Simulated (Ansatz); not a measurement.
Na (diamond, space group No. 227) at seven volumes, PBE (plane waves, PAW; program Ansatz), scaled uniformly. One row is withheld.

```csv
V (Å³/atom),P (GPa)
49.519,0.34
51.152,0.21
52.785,?
54.417,0.01
56.050,-0.08
57.682,-0.15
59.315,-0.22
```

Question: Fit the shown pressures and predict the withheld one.

Answer: P = (3/2)B₀(x^(7/2) − x^(5/2))[1 + (3/4)(B′ − 4)(x − 1)] with x = (V₀/V)^(2/3). Least squares on the six rows gives V₀ = 54.546 Å³/atom, B₀ = 3.0 GPa, B′ = 3.27. At V = 52.785, x = 1.0221 and P = 0.10 GPa. The run itself gave 0.10 GPa.

Space group Fd-3m (diamond). The start of the workflow was typed in or built on a structure type; neither database checked (COD, Materials Project) lists it. It is not the phase usual at ambient conditions (space group No. 229). Symmetry was held in the PBE relaxation; its stability against distortions is not shown here.

Potentials: the later of the program's two PAW sets.
